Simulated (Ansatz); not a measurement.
## Stability checks on a candidate for FePt₃

It was reached by relaxing an invented guess, and it needn't be the stable form of this composition.

Theory: DFT PBE, scalar-relativistic, plane waves, PAW in Ansatz. The final run on the 4-atom cell used 420 eV, a Γ-centred 18×18×6 mesh, 0.10 eV smearing and collinear spin.

```cif
data_structure
_symmetry_space_group_name_H-M 'P 1'
_symmetry_Int_Tables_number 1
_cell_length_a 2.7492
_cell_length_b 2.7492
_cell_length_c 9.1406
_cell_angle_alpha 90.000
_cell_angle_beta 90.000
_cell_angle_gamma 120.000
_cell_volume 59.83
loop_
_atom_site_label
_atom_site_type_symbol
_atom_site_fract_x
_atom_site_fract_y
_atom_site_fract_z
_atom_site_occupancy
Fe1 Fe 0.66667 0.33333 0.50000 1
Pt1 Pt 0.66667 0.33333 0.00000 1
Pt2 Pt 0.33333 0.66667 0.73108 1
Pt3 Pt 0.33333 0.66667 0.26892 1
```

Formation energies are uncorrected and refer to the elements' standard structures at the same level.

Problem. These tests were run: energy against the elements; random kick, then relaxation without symmetry; phonons at Γ; elastic tensor. What do they show?

Solution.

```json
{"test": "energy against the elements", "result": "−0.11 eV/atom"}
{"test": "random kick, then relaxation without symmetry", "result": "returns"}
{"test": "phonons at Γ", "result": "lowest optical mode 31 cm⁻¹"}
{"test": "elastic tensor", "result": "least eigenvalue 32 GPa"}
```

It fails none of these tests. Other phases of the system weren't compared here, so this isn't yet thermodynamic stability. Phonons away from Γ weren't computed.

These runs have no spin–orbit coupling, which can matter for Pt. Another magnetic order may lie lower. The kick test ran on a coarse mesh. The run for the phonons used an 18×18×6 k mesh and Gaussian smearing of 0.20 eV. The run for the elastic tensor used an 18×18×6 k mesh and Gaussian smearing of 0.20 eV. The cell carries site moments Fe 3.0; Pt 0.1, 0.3 (×2) μB.
